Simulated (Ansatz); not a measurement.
**CdAu: stationary points along a deformation path**

Method: Ansatz 0.2.0, DFT LDA, scalar-relativistic, plane waves, PAW. Cutoff 420 eV, Γ-centred 21×21×12 k-points, Gaussian smearing of 0.15 eV. Spin–orbit coupling is left out, which can shift energies with elements as heavy as these. No spin polarisation. Energies are free energies at this smearing, counted from the undisturbed cell; pressure is positive in compression.

The undisturbed cell (as given, not relaxed at this level; it stands at -7.6 GPa, and it needn't be the usual structure):

```
CELL_PARAMETERS angstrom
3.09033 0.00000 0.00000
-1.54517 2.67631 0.00000
0.00000 0.00000 4.60128
ATOMIC_POSITIONS crystal
Cd 0.00000 0.00000 0.00000
Au 0.33333 0.66667 0.50000
```

At fixed volume and fractional coordinates, lengths along (0.000, 0.000, 1.000) are scaled against those across it; ρ is that ratio over its starting value. V = 19.028 Å³/atom. Δσ is the stress along the axis less the mean stress across it (compression positive).

| ρ | ΔE (meV/atom) | Δσ (GPa) | space group |
| --- | --- | --- | --- |
| 0.850 | 8.8 | 2.19 | P-6m2 |
| 0.920 | -2.1 | 1.00 | P-6m2 |
| 1.000 | 0.0 | -1.40 | P-6m2 |
| 1.100 | 21.7 | -4.05 | P-6m2 |
| 1.200 | 55.7 | -5.48 | P-6m2 |

How does the stress give the slope of the energy, and where is the energy stationary?

Along the path d ln(length) is 2/3 d ln ρ on the axis and −1/3 d ln ρ across it, so dE/d ln ρ = −(2/3) V Δσ: the energy falls with ρ where Δσ is positive. Δσ vanishes or changes sign between ρ = 0.920 and 1.000, a minimum (near 0.95 by linear interpolation). Pairs of stationary points between two samples would go unseen, and could change a minimum read from distant neighbours into a maximum.

Integrate that slope from ρ = 1 to 1.200 by the trapezoid rule.

With V/N in Å³ and 1 eV/Å³ = 160.2 GPa the slopes at ρ = 1.000, 1.100, 1.200 are 111, 321, 434 meV/atom per unit of ln ρ. The steps add 20.6 + 32.8 = 53.4 meV/atom, against 55.7 from the energies; the trapezoid rule misses the curvature of the slope within each step.

Is the start the lowest point of the path?

No: ρ = 0.920 lies 2.1 meV/atom lower, with no sampled rise above the start on the way. Volume and inner coordinates are held, so a relaxed structure there would lie lower still.

In a metal these slopes depend on the k mesh and the smearing.